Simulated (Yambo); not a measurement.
A G0W0@PBEsol run in Yambo for LiNbO2 (space group P6_3/mmc, No. 194) (6×6×1 Γ-centred k mesh, bands 5 to 156 and a 8 Ry block in the screening, 156 bands in G with the Bruneval-Gonze terminator, plasmon pole fitted at 27.2 eV) gives these matrix elements, in eV, at the band edges (Γ → Γ):

| state | E0 | <Vxc> | <Σx> | <Σc(E0)> | Z |
|---|---|---|---|---|---|
| valence edge | 0.000 | -17.965 | -18.976 | 1.016 | 0.791 |
| conduction edge | 1.594 | -18.291 | -13.748 | -3.642 | 0.791 |

**Question.** Solve the linearised quasiparticle equation for both states, give the gap, and say how exchange and correlation each act on it.

**Answer.** E = E0 + Z(Σx + Σc − Vxc). Valence: 0.000 + 0.791 × (-18.976 + (1.016) − (-17.965)) = 0.00 eV. Conduction: 1.594 + 0.791 × (-13.748 + (-3.642) − (-18.291)) = 2.31 eV. The gap is 2.30 eV, against 1.59 eV in PBEsol. Replacing Vxc by bare exchange alone would open it by 5.55 eV; correlation takes back 4.66 eV of that, and Z scales what is left. Nearest settings tried, and what they do to the gap: 104 bands in G: +1 meV; 104 bands in W, 104 bands in G: +8 meV; 7 Ry block (179 vectors against 217): -10 meV; 3×3×1 mesh: +121 meV. So the settings aren't converged at that level. Spin-orbit splittings are left out.

Geometry of the Materials Project entry, not relaxed at this level; primitive cell a = b = 2.9218 Å, c = 10.4510 Å, α = β = 90.00°, γ = 120.00°.
